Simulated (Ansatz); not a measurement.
ZnAg (CsCl type, Pm-3m) under volume change, PBEsol in the plane-wave PAW code Ansatz, scaled uniformly.

```csv
V (Å³/atom),E − E(relaxed) (meV/atom),P (GPa)
13.789,53.7,13.94
14.244,22.2,8.38
14.698,5.2,3.79
15.153,0.0,-0.01
15.607,4.6,-3.15
16.062,17.3,-5.73
16.516,36.7,-7.86
```

Task: What does a third-order Birch–Murnaghan fit give for V₀, B₀ and B′?

Result: V₀ = 15.15 Å³/atom, B₀ = 115 GPa, B′ = 5.4.

The workflow started from a Materials Project entry (that database holds measured and hypothetical structures alike); the Crystallography Open Database files this formula in space group No. 221, but the cells were not matched. Whether it is the stable phase at ambient conditions was not checked. The cell was relaxed with PBEsol under the symmetry of its start; of distortions, only those at the zone centre were tested. No spin polarisation was allowed.

Potentials: the later of the program's two PAW sets.
